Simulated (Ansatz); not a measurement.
NaI (rock salt, Fm-3m), a = 6.403 Å, b = 6.403 Å, c = 6.403 Å, α = 90.00°, β = 90.00°, γ = 90.00°; the cell used has 2 atoms.

Relaxed with PBEsol. Plane-wave PAW PBEsol (Ansatz code) gives a gap of 3.59 eV.

**Question.** What gap does HSE06 give on the same cell (Ansatz, PAW)?

**Answer.** 4.77 eV, 1.18 eV more. The hybrid was solved on a coarser mesh and at special points; its gap is the smallest among all of these.

```tsv
k	v1 PBEsol	c1 PBEsol	v1 HSE06	c1 HSE06
Γ	0.00	3.59	0.00	4.77
X	-0.80	4.47	?	?
L	-0.31	4.96	?	?
W	-1.00	5.88	?	?
K	-0.65	5.17	?	?
```

**Question.** Top valence (v1) and lowest conduction level (c1) in eV from each method's valence maximum (which need not be a listed point): supply the withheld HSE06 values.

**Answer.** 
- W, v1 HSE06: -1.04
- W, c1 HSE06: 7.00
- K, v1 HSE06: -0.69
- K, c1 HSE06: 6.27
- X, v1 HSE06: -0.85
- X, c1 HSE06: 5.56
- L, v1 HSE06: -0.33
- L, c1 HSE06: 6.08

Cost on shared cores: the PBEsol run (SCF on a 8×8×8 mesh, then bands and DOS) very roughly 8 core-seconds, the HSE06 run (SCF on 6×6×6, then a few points) roughly 80 core-seconds; the tasks are unlike.

Symmetry was held in the PBEsol relaxation. Scalar-relativistic: spin–orbit coupling is off unless named, which matters more the heavier the elements.

Potentials: the later of the program's two PAW sets.
